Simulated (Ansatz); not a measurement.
Starting cell, Ta (bcc, W type):

```yaml
crystal:
  lattice:
    - [-3.31974, 3.31974, 3.31974]
    - [1.65987, -1.65987, 1.65987]
    - [1.65987, 1.65987, -1.65987]
  atoms:
    - { symbol: Ta, position: [0.00000, 0.00000, 0.00000] }
    - { symbol: Ta, position: [0.50000, 0.00000, 0.00000] }
```

In each cell atom 1 (Ta, nearest neighbour Ta at 2.875 Å; its periodic images, 2.9 Å or more away, move with it) moves by s·(1.000, 0.000, 0.000) (along Cartesian x), the rest being held.

The numbers are results of PBE (plane waves to 420 eV, PAW, scalar-relativistic; Ansatz, a first-principles code), not measurements. k mesh 8×16×16 (Γ-centred), Fermi-Dirac smearing 0.05 eV. E stands for the smeared free energy. With partly filled bands, energies and forces of such displacements shift with the k mesh and the smearing. On this mesh the relaxed cell isn't quite at rest: it carries a pressure of 0.2 GPa (compression positive) at the zero of the scan. Spin-orbit coupling is left out, though Ta is heavy. Ta is run without spin polarisation. Ta was relaxed with its symmetry unable to fall. The PAW data are Ansatz's earlier set. ΔE is measured from the undisplaced structure. The last digit holds for this mesh only.

| s (Å) | ΔE (meV/cell) |
|---|---|
| -0.570 | withheld |
| -0.456 | 534.2 |
| -0.342 | 340.1 |
| -0.228 | 164.1 |
| -0.114 | 43.2 |
| 0.000 | 0.0 |
| 0.114 | 43.2 |
| 0.228 | 164.1 |
| 0.342 | 340.1 |
| 0.456 | 534.2 |
| 0.570 | withheld |

### Question
Fit an even polynomial form (powers 2, 4, 6) to the given rows and predict ΔE at s = -0.570.

### Answer
Least squares on the 9 given rows: ΔE = (3364)·s² + (-4007)·s⁴ + (880.1)·s⁶, in meV/cell with s in Å; root-mean-square residual 0.09 meV/cell. At -0.570 the fit gives 700.2 meV/cell; the calculation gives 718.3 meV/cell, so the extrapolation is off by -18.1 (-2.5 %). The quadratic term alone would give 1093.0 meV/cell.

(For displaced atoms, the force is minus the slope of the energy, and its curvature is a force constant, which sets phonon frequencies.)
